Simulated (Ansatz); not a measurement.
## Zone-centre phonons of Zn3GeO at 6 GPa: input and output

These are results of DFT PBEsol, scalar-relativistic, plane waves, PAW in Ansatz, not measurements.

Launched with:
```bash
ansatz run input.yaml --threads 1 --pin off --max-ram 3072MiB --backend cpu --events-out ev --progress --plain --runs-dir out
```

Input (bare energies are in eV):
```yaml
crystal:
  lattice:
    - [4.0790783605, 0.0, 0.0]
    - [0.0, 4.0790783605, 0.0]
    - [0.0, 0.0, 4.0790783605]
  atoms:
    - { symbol: Zn, position: [0.5, 0.5, 0.0] }
    - { symbol: Zn, position: [0.0, 0.5, 0.5] }
    - { symbol: Zn, position: [0.5, 0.0, 0.5] }
    - { symbol: Ge, position: [0.0, 0.0, 0.0] }
    - { symbol: O, position: [0.5, 0.5, 0.5] }
basis:
  ecutwfc: 420
kpoints:
  mp_grid: { grid: [10, 10, 10] }
hamiltonian:
  xc: pbesol
scf:
  occupations: { method: fermi_dirac, width: 0.15 }
output:
  eigenvalues: true
phonons:
  method: dfpt
  eigenvectors: true
```

Results section of the output:
```
--- Phonons (Γ-DFPT): 4 representative perturbations + reference, on 216 of 1000 k-points (Σ response iterations 14) ---
  k mesh reduced under 8 symmetry operations, with k and −k counted as one. Each operation leaves every solved displacement unchanged or reverses it
  ASR residual: 2.557e-4 → 0.000e0 eV/Å²; symmetrization residual: 6.868e-6 eV/Å²
  ASR residual per site (eV/Å²): 8.66e-6 8.66e-6 8.66e-6 3.89e-5 2.56e-4
  Γ frequencies (cm⁻¹): -142.77 -142.77 -142.77 -86.91 -86.91 -86.91 0.00 0.00 0.00 116.81 116.81 116.81 382.00 382.00 382.00
  non-analytic LO–TO correction: not included (Born effective charges unavailable; polar crystals: no LO–TO splitting at Γ)
```

The run took 4.2 min on 1 thread of Arm Neoverse V2 (shared host), peak memory 2 GiB.

Its imaginary modes show that this cell, built by swapping an element in a database structure, isn't a minimum of the energy. In a metal, frequencies and elastic constants depend on the k mesh and the smearing, soft modes and shear constants most. A semilocal functional can close a gap that the real compound has.

Negative frequencies stand for imaginary ones: the cell is unstable against these modes.